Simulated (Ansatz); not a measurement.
InHO2 in space group Pnnm (No. 58; In on 2a, H on 2c, O on 4g), plane-wave PAW r²SCAN (Ansatz code). The conduction-band minimum lies at Γ, with 1 equivalent valley. Second derivatives d²E/dk² of the lowest band at one valley (eV·Å²), along Cartesian directions:

```
direction  d²E/dk²
---------  -------
[100]        30.14
[010]        30.14
[001]        28.87
[110]        30.14
[101]        29.51
[011]        29.50
```

**Question.** Find the principal effective masses, the density-of-states mass and the conductivity mass.

**Answer.** Off-diagonal terms follow from H_xy = H[110] − (H_xx + H_yy)/2, and m*/mₑ = 7.620 eV·Å² over each eigenvalue: 0.25, 0.25, 0.26. One valley's DOS mass (m₁m₂m₃)^(1/3) = 0.26, conductivity mass 3/(Σ 1/mᵢ) = 0.26 mₑ.

**Question.** What effective density of states Nc follows at 300 K for parabolic valleys?

**Answer.** Nc = 2.509e19 × 1 × (0.26)^(3/2) ≈ 3.3e18 cm⁻³.

The first step of the workflow began from a Materials Project structure, measured or hypothetical; the Crystallography Open Database copy checked does not list it. COD files the formula under space group No. 31, so this cell is another polymorph or a model. Its standing as an ambient phase is unchecked. The cell was relaxed with r²SCAN under the symmetry of its start; whether a distortion lowers the energy is not shown. Spin–orbit coupling is left out wherever it is not named.

Potentials: the later of the program's two PAW sets.

Edges and masses are those of Kohn–Sham bands, whose gap is no quasiparticle gap.
